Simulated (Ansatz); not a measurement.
**Property card for Si**

Si:
```
Si
1.0
   -3.32371     3.32371     3.32371
    3.32371    -3.32371     3.32371
    3.32371     3.32371    -3.32371
Si
8
Direct
  0.20144   0.20144   0.20144
  0.50000   0.00000   0.29856
  0.29856   0.50000   0.00000
  0.00000   0.29856   0.50000
  0.79856   0.79856   0.79856
  0.50000   0.00000   0.70144
  0.70144   0.50000   0.00000
  0.00000   0.70144   0.50000
```

Space group Ia-3 (No. 206); conventional cell a = 6.6474 Å, b = 6.6474 Å, c = 6.6474 Å, α = 90.00°, β = 90.00°, γ = 90.00°.

Method: DFT-r²SCAN in the program Ansatz with PAW potentials. The cell and atoms are relaxed at this level. Other levels are named where they apply.

Cell and energy:

```
Item                 Result
---------------  ----------
Volume per atom    18.36 Å³
Density          2.54 g/cm³
```

Electronic structure:

```
Item                                                                                                        Value
------------------------------------  ---------------------------------------------------------------------------
Electronic character                  no gap, with almost no states at the Fermi level (zero-gap or semimetallic)
Density of states at the Fermi level                                 0.03 states/eV per atom (mean over ±0.08 eV)
```

Mechanics:

```
Property                                                                       Value
--------------------------------------------  --------------------------------------
Bulk modulus (Birch–Murnaghan fit)                                          91.4 GPa
Pressure derivative B′                                                           4.3
Elastic constants (relaxed ions, GPa)              C11 = 191, C12 = 41.3, C44 = 72.9
Mechanical stability                          stable (all eigenvalues of C positive)
Hill bulk and shear moduli                                         91.2 and 73.7 GPa
Young's modulus                                                              174 GPa
Poisson's ratio                                                                 0.18
Debye temperature from the elastic constants                                   670 K
```

Phonons:

```
Item                                            Value
-----------------------------  ----------------------
Highest zone-centre frequency                454 cm⁻¹
Zone-centre stability          no imaginary mode at Γ
```

The workflow started from an entry of the Crystallography Open Database (COD), which files this formula under 3 space groups. It is not the phase usual at ambient conditions (space group No. 227). Symmetry was held in the r²SCAN relaxation. As this level gives no gap, shear constants depend on the k-mesh and smearing (Fermi–Dirac, 0.1 eV here). As this level gives no gap, phonon frequencies hold no LO–TO term and depend on the k-mesh and smearing (Fermi–Dirac, 0.1 eV here).

Potentials: the later of the program's two PAW sets.
